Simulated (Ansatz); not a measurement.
K2S:
```yaml
crystal:
  lattice:
    - [0.00000, 3.59534, 3.59534]
    - [3.59534, 0.00000, 3.59534]
    - [3.59534, 3.59534, 0.00000]
  atoms:
    - { symbol: K, position: [0.25000, 0.25000, 0.25000] }
    - { symbol: K, position: [0.75000, 0.75000, 0.75000] }
    - { symbol: S, position: [0.00000, 0.00000, 0.00000] }
```

Relaxed with LDA. Special points in fractions of this cell's reciprocal vectors: Γ (0.000, 0.000, 0.000); X (0.500, 0.000, 0.500); U (0.625, 0.250, 0.625); K (0.375, 0.375, 0.750); L (0.500, 0.500, 0.500); W (0.500, 0.250, 0.750).

Q: List the band energies nearest the valence-band maximum at these points for LDA in the plane-wave PAW code Ansatz.

A: In eV from the valence-band maximum; about four levels below and three above (degenerate sets whole), none deeper than 8.9 eV; points with the same levels are listed once.

```json
[
 {"k": "Γ", "below": "-0.31 -0.31 -0.31", "above": "2.31 5.26 5.26"},
 {"k": "X", "below": "-0.90 0.00 0.00", "above": "3.29 5.20 6.49"},
 {"k": "U", "below": "-0.66 -0.24 -0.03", "above": "3.52 5.41 6.42"},
 {"k": "L", "below": "-0.71 -0.12 -0.12", "above": "4.65 5.14 5.73 5.73"},
 {"k": "W", "below": "-0.46 -0.46 -0.02", "above": "3.50 5.74 5.74"}
]
```

Space group Fm-3m (anti-fluorite). Symmetry was held in the LDA relaxation; phonons on a q-mesh show no instability.

Potentials: the later of the program's two PAW sets.
